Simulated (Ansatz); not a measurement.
## AsH3, a strained cell with displaced atoms

```
As H
1.0
     6.45030   -0.00125   -0.00050
    -0.00125    6.44372   -0.00026
    -0.00050   -0.00026    6.44363
As H
4 12
Cartesian
  1.6216 1.6228 1.6155
  1.6111 4.8253 4.8179
  4.8441 4.8625 1.6184
  4.8150 1.6118 4.8323
  1.1792 3.2023 0.0075
  6.4462 4.4061 3.2194
  5.2623 3.1984 6.4300
  0.0103 2.0246 3.2084
  6.4353 1.1914 3.1993
  3.2042 0.0155 4.4069
  6.4335 5.2620 3.2455
  3.2365 0.0138 2.0196
  2.0572 3.2151 0.0035
  3.2463 0.0245 1.1823
  4.4002 3.2145 6.4417
  3.2402 6.4261 5.2797
```

Single point in Ansatz 0.2.0 with m-r2SCAN, no spin polarisation. Cutoff 500 eV, PAW datasets, 3×3×3 Γ-centred k mesh, tetrahedron filling.

(1) What happens at the Fermi level?

(2) Where is the largest force?

(3) What is the formation energy?

(4) Describe some of the short contacts.

(5) Is the cell too large or too small?

Origin: a strained cell with displaced atoms, so it need not be a known compound. Caveats: empty levels are not fully converged; many states at the Fermi level without spin polarisation, so a magnetic state may lie lower; the k mesh is coarse if the cell is a metal; atoms or cell far from equilibrium; forces and stress under tetrahedra may miss the slope of the energy; m-r2SCAN is r2SCAN with a changed spin dependence that lowers moments.

Answers

(1) It is a metal, with about 11 states/eV a cell as the mean within 0.25 eV of the Fermi level, mostly As p (92 %).

(2) The largest is on H5 (and as large on other atoms): 1.51 eV/Å, components (1.51, -0.02, 0.03). It makes 2° with the line to a nearest neighbour, H13 at 0.88 Å, pointing towards it.

(3) 1.01 eV an atom against the elements' usual phases (free molecules for gases, crystals otherwise, with no correction for O₂ or N₂), so at this geometry it isn't bound against them. Relaxing would lower it.

(4) H–H at 0.83 Å: least valence density 1.43 e/Å³ and ELF 1.00 there. As–H at 2.30 Å: least valence density 0.24 e/Å³ and ELF 0.36 there. Both are smooth PAW fields, read partly inside the augmentation spheres.

(5) The pressure is -4.0 GPa (compression positive), so with the atoms held at these fractions the cell would first shrink; the forces are large, so a full relaxation may end otherwise.
